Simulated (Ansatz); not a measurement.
Given:

AlH$_{3}$:
```cif
data_H18Al6
_chemical_formula_sum 'Al6 H18'
_space_group_name_H-M_alt 'R-3c :H'
_space_group_IT_number 167
_space_group_name_Hall '-R 3 2"c'
_cell_length_a 4.43211
_cell_length_b 4.43211
_cell_length_c 11.76200
_cell_angle_alpha 90.000
_cell_angle_beta 90.000
_cell_angle_gamma 120.000
loop_
_atom_site_label
_atom_site_type_symbol
_atom_site_symmetry_multiplicity
_atom_site_Wyckoff_symbol
_atom_site_fract_x
_atom_site_fract_y
_atom_site_fract_z
_atom_site_occupancy
Al1 Al 6 b 0.00000 0.00000 0.00000 1
H1 H 18 e 0.37254 0.37254 0.25000 1
```
(The calculation used a cell of 8 atoms; values per cell refer to that cell.)

This is the r²SCAN-relaxed structure.

**Question.** All from r²SCAN in the plane-wave PAW code Ansatz, unless another level is named. Give the Bader charges.

**Answer.** Al +2.38, H -0.79 e.

**Question.** Give the electronic dielectric constant ε∞ (DFPT).

**Answer.** 4.04 (xx = yy), 4.19 (zz).

**Question.** And the Born charges (a third of the trace)?

**Answer.** Al +2.68, H -0.89 e.

The first step of the workflow began from a Materials Project structure, measured or hypothetical; the Crystallography Open Database files this formula in space group No. 167, but the cells were not matched. Its standing as an ambient phase is unchecked. Symmetry was held in the r²SCAN relaxation; phonons on a q-mesh show no instability.

Potentials: the later of the program's two PAW sets.
